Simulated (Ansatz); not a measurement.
**TiO2 — coordination and ¹⁷O quadrupole coupling**

Cell: an entry of the Crystallography Open Database (COD), atoms as given.

Space group Pbca (No. 61); a = 5.1490, b = 9.1750, c = 5.4590 Å.

```csv
site,Wyckoff,site symmetry,x,y,z
Ti,8c,1,0.1373,0.1290,0.9015
O9,8c,1,0.8168,0.0096,0.8510
O17,8c,1,0.4642,0.2312,0.8882
```

One atom of each set is listed.

Computed with Ansatz: DFT, PBE, plane waves and PAW (field gradients read without the response of the frozen cores, which leaves them typically 4 to 6 % off), scalar-relativistic, 420 eV cutoff, Γ-centred 4×3×4 k-points, Fermi–Dirac smearing 0.02 eV.

Q(¹⁷O) = -25.58 mb.

**Question.** Rank these O sites by |C_Q|, smallest first.
A. O17: 3 Ti at 1.93–2.04 Å
B. O9: 3 Ti at 1.87–2.00 Å

**Answer.** B (1.28 MHz, η = 0.83), A (1.52 MHz, η = 0.91).

Like point charges on the first shell alone (each adding as 1/d³) would put O9 above O17: the covalent part of each bond and the atoms beyond the first shell count as well.
